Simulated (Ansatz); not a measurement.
A distorted cell of LiBr (rock salt):

```
LiBr
1.0
    0.00000     2.60150     2.80962
    2.60150     0.00000     2.80962
    2.60150     2.60150     0.00000
Br Li
1 1
Direct
  0.00000   0.00000   0.00000
  0.50000   0.50000   0.50000
```

All values below come from PBEsol (plane waves to 420 eV, PAW, scalar-relativistic; Ansatz, a program for electronic structure). k mesh 11×11×11 (Γ-centred), Fermi-Dirac smearing 0.05 eV. Energies are smeared free energies. Compression counts positive. LiBr was relaxed with its symmetry unable to fall.

Give the stress tensor in GPa and the pressure.


```
   2.73     0.00     0.00
   0.00     2.73     0.00
   0.00     0.00    -0.46
```
The pressure, a third of the trace, is 1.66 GPa.

It is the relaxed cell deformed to V/V₀ = 0.960, (c/a)/(c/a)₀ = 1.080, c along z, fractional positions held. What is its energy relative to the relaxed cell?

13.0 meV/atom.

(Under strain, the slope of the energy per volume gives the stress and its curvature an elastic modulus.)
